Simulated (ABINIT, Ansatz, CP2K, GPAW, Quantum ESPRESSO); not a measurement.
## AgRh: programs and potentials compared

```
Ag Rh
1.0
     2.77759    0.00000    0.00000
    -1.38879    2.40546    0.00000
     0.00000    0.00000    4.80860
Ag Rh
1 1
Direct
  0.00000 0.00000 0.50000
  0.66667 0.33333 0.00000
```

The cell comes from a database or a generator and needn't be the stable form of this composition.

Alike in all runs: task single point; functional PBE; k mesh 11 × 11 × 6; occupations fermi-dirac, width 0.05 eV; no spin polarisation; no spin-orbit coupling. Pressure is positive in compression and, in plane waves, holds the error of the finite cutoff, which Ansatz's Pulay term estimates and takes out.

| program and potentials | plane-wave cutoff (eV) | notes | pressure (GPa) |
| --- | --- | --- | --- |
| ABINIT, JTH PAW PBE v2.0 | 463 | 14 valence electrons an atom on average | -2.33 |
| Ansatz, Ansatz PAW (earlier soft set) | 420 | 18 valence electrons an atom on average; Pulay term of +0.09 GPa included | -2.26 |
| Quantum ESPRESSO, SSSP 1.3 efficiency PBE | 816 | 18 valence electrons an atom on average | -2.72 |
| CP2K, POTENTIAL_UZH Ag GTH-PBE-q11, Rh GTH-PBE-q17; TZVP-MOLOPT-PBE-GTH basis | - | atomic basis; 14 valence electrons an atom on average | -1.81 |
| Ansatz, all-electron LAPW, scalar-relativistic | - | - | -2.35 |
| GPAW, GPAW PAW data sets (gpaw-data 1.2.1) | 600 | 16 valence electrons an atom on average | -1.67 |

The pressure spans -2.72 (Quantum ESPRESSO, SSSP 1.3 efficiency PBE) to -1.67 GPa (GPAW, GPAW PAW data sets (gpaw-data 1.2.1)), with all-electron results at -2.35. Rows in atomic bases carry the error of their basis and grid, which can be large.

Differences between rows come from potentials, basis sets and numerical settings, since the functional is the same but for its coding. Runs on potential files found faulty are left out.
